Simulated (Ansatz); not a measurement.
Input:

ZrAg:
```cif
data_AgZr
_chemical_formula_sum 'Ag1 Zr1'
_space_group_name_H-M_alt 'P 1'
_space_group_IT_number 1
_cell_length_a 3.98508
_cell_length_b 3.98508
_cell_length_c 3.98508
_cell_angle_alpha 60.000
_cell_angle_beta 60.000
_cell_angle_gamma 60.000
loop_
_space_group_symop_operation_xyz
  'x, y, z'
loop_
_atom_site_label
_atom_site_type_symbol
_atom_site_fract_x
_atom_site_fract_y
_atom_site_fract_z
_atom_site_occupancy
Ag1 Ag 0.00000 0.00000 0.00000 1
Zr1 Zr 0.50000 0.50000 0.50000 1
```

This is the r²SCAN-relaxed structure.

All from r²SCAN in the plane-wave PAW code Ansatz, unless another level is named. Predict the formation energy from the elements (no fitted shifts).

0.48 eV/atom.

Predict the density of states at the Fermi level.

1.4 states/eV per atom (mean over ±0.08 eV).

Space group Fm-3m (rock salt). The start of the workflow was typed in or built on a structure type; neither database checked (COD, Materials Project) lists it. COD files the formula under space group No. 129. Whether it is the stable phase at ambient conditions was not checked. Symmetry was held in the r²SCAN relaxation. At this level the phase is mechanically unstable. No spin polarisation was allowed. Its formation energy is positive at this level, so the cell may be metastable or incomplete. The references are the lowest solids computed at this level, not always the standard phases. Scalar-relativistic: spin–orbit coupling is off unless named, which matters more the heavier the elements.

Potentials: the later of the program's two PAW sets.
